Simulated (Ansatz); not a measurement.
## Magnetic states of chromium, dhcp

Theory: Ansatz 0.2.0, DFT, r2SCAN, plane waves (500 eV) with PAW, scalar-relativistic. The PAW files were generated under PBE, with cores re-solved for the functional.

Each start was relaxed and then solved on a dense mesh, with Fermi-Dirac smearing of 0.05 eV (0.1 eV in a metal without spin) extrapolated to zero. Rows within 2 meV/atom of each other tie.

Question: Where does each start end, and how do the energies compare? Starts: non-magnetic; ferromagnetic; antiferromagnetic (alternate layers).

Answer: 
| start | ends | ΔE (meV/atom) | V (Å³/atom) |
| --- | --- | --- | --- |
| antiferromagnetic (alternate layers) | ferrimagnetic, largest moment 2.94 μB in the atomic sphere | 0.0 | 14.23 |
| ferromagnetic | ferrimagnetic, largest moment 2.94 μB in the atomic sphere | 0.0 | 14.23 |
| non-magnetic | spin not included | 204.2 | 11.67 |
